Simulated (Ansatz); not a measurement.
Relaxed-ion elastic tensor of K (bcc (W type), space group No. 229) in GPa (Voigt order), LDA (plane waves, PAW; program Ansatz); density 1.01 g/cm³, 64.24 Å³ per atom.

```json
[
 {"": "1", "1": "4.9", "2": "4.2", "3": "4.2", "4": "0.0", "5": "0.0", "6": "0.0"},
 {"": "2", "1": "4.2", "2": "4.9", "3": "4.2", "4": "0.0", "5": "0.0", "6": "0.0"},
 {"": "3", "1": "4.2", "2": "4.2", "3": "4.9", "4": "0.0", "5": "0.0", "6": "0.0"},
 {"": "4", "1": "0.0", "2": "0.0", "3": "0.0", "4": "3.2", "5": "0.0", "6": "0.0"},
 {"": "5", "1": "0.0", "2": "0.0", "3": "0.0", "4": "0.0", "5": "3.2", "6": "0.0"},
 {"": "6", "1": "0.0", "2": "0.0", "3": "0.0", "4": "0.0", "5": "0.0", "6": "3.2"}
]
```

**Question.** Is the crystal mechanically stable?

**Answer.** Yes: the smallest eigenvalue of C is 0.7 GPa.

**Question.** Work out the Voigt, Reuss and Hill averages.

**Answer.** K_V = 4.4, K_R = 4.4, K_H = 4.4; G_V = 2.1, G_R = 0.8, G_H = 1.4 GPa.

**Question.** Give Young's modulus, Poisson's ratio, Pugh's ratio and the universal anisotropy index.

**Answer.** E = 9KG/(3K + G) = 3.9 GPa; ν = 0.36; K/G = 3.13 (ductile by the Pugh limit of 1.75); A_U = 5G_V/G_R + K_V/K_R − 6 = 7.99.

**Question.** Estimate the sound speeds and the Debye temperature.

**Answer.** v_l = √((K + 4G/3)/ρ) = 2500 m/s, v_t = √(G/ρ) = 1190 m/s, mean 1330 m/s; Θ = (h/k)(3n/4πV)^(1/3) v_m = 99.2 K.

**Question.** Give the Zener ratio and Young's modulus along [100], [110] and [111].

**Answer.** A = 2C44/(C11 − C12) = 8.55; 1/E = S11 − 2(S11 − S12 − S44/2)Γ with Γ = 0, 1/4, 1/3 gives 1.1, 3.0, 7.7 GPa.

Space group Im-3m (bcc (W type)). Symmetry was held in the LDA relaxation. As this level gives no gap, shear constants depend on the k-mesh and smearing (Fermi–Dirac, 0.1 eV here).

Potentials: the later of the program's two PAW sets.
